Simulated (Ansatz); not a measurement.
**Tc under compression and expansion**

Space group P6_3/mmc (No. 194). a = 2.740 Å, b = 2.740 Å, c = 4.398 Å, α = 90.00°, β = 90.00°, γ = 120.00°
| atom | site | symmetry | x | y | z |
| --- | --- | --- | --- | --- | --- |
| Tc | 2c | -6m2 | 0.3333 | 0.6667 | 0.2500 |

The runs use the primitive cell with vectors (2.740, 0.000, 0.000), (-1.370, 2.373, 0.000), (0.000, 0.000, 4.398) Å, to which the k mesh refers.

The cell comes from COD entry 1541062, which wasn't checked; take it as a given geometry.

These are results of DFT, LDA, all-electron LAPW, scalar-relativistic in Ansatz 0.2.0, not measurements.

For LAPW: a Γ-centred 17×17×9 k mesh, Fermi–Dirac smearing of 0.08 eV, basis error target 1 meV/atom, no spin polarisation.

The cell above is scaled evenly, with fractional coordinates and shape held.

(1) Estimate the equilibrium volume and bulk modulus that LAPW (all electrons) gives for this fixed shape.

Answers

(1) V0 = 13.78 Å³/atom, B0 = 342 GPa, B0′ = 4.5, from a third-order Birch–Murnaghan fit to these pressures:
```
V/V(cell)  V (Å³/atom)  P, LAPW (GPa)
   0.9400       13.440           8.97
   0.9405       13.447           8.77
   0.9600       13.726           1.30
   0.9800       14.011          -5.56
   0.9900       14.154          -8.71
   1.0000       14.297         -11.68
   1.0100       14.440         -14.50
   1.0200       14.583         -17.15
   1.0400       14.869         -22.02
   1.0600       15.155         -26.36
```
